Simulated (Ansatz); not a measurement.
**Zone-centre phonons of TiAl at 18 GPa: input and output**

All numbers below come from Ansatz 0.2.0, DFT PBEsol, scalar-relativistic, plane waves, PAW.

Launched with:
```bash
ansatz run input.yaml --threads 1 --pin off --max-ram 3072MiB --backend cpu --events-out ev --progress --plain --runs-dir out
```

Input (bare energies are in eV):
```yaml
crystal:
  lattice:
    - [2.689213556, 0.0, 0.0]
    - [0.0, 2.689213556, 0.0]
    - [0.0, 0.0, 3.8778034704]
  atoms:
    - { symbol: Ti, position: [0.0, 0.0, 0.0] }
    - { symbol: Al, position: [0.5, 0.5, 0.5] }
basis:
  ecutwfc: 420
kpoints:
  mp_grid: { grid: [16, 16, 10] }
hamiltonian:
  xc: pbesol
scf:
  occupations: { method: fermi_dirac, width: 0.15 }
output:
  eigenvalues: true
phonons:
  method: dfpt
  eigenvectors: true
```

The end of the output:
```
--- Phonons (Γ-DFPT): 4 representative perturbations + reference, on 486 of 2560 k-points (Σ response iterations 12) ---
  k mesh reduced under 8 symmetry operations, with k and −k counted as one. Each operation leaves every solved displacement unchanged or reverses it
  ASR residual: 2.358e-3 → 0.000e0 eV/Å²; symmetrization residual: 7.267e-6 eV/Å²
  ASR residual per site (eV/Å²): 2.36e-3 9.08e-5
  Γ frequencies (cm⁻¹): 0.00 0.00 0.00 316.30 316.30 386.03
  non-analytic LO–TO correction: not included (Born effective charges unavailable; polar crystals: no LO–TO splitting at Γ)
```

The run took 60 s on 1 thread of AMD EPYC 7R43 64-Core Processor (Zen 3), with other jobs on the host, peak memory 0.85 GiB.

In a metal, frequencies and elastic constants depend on the k mesh and the smearing, soft modes and shear constants most. Other phases may be more stable at this pressure.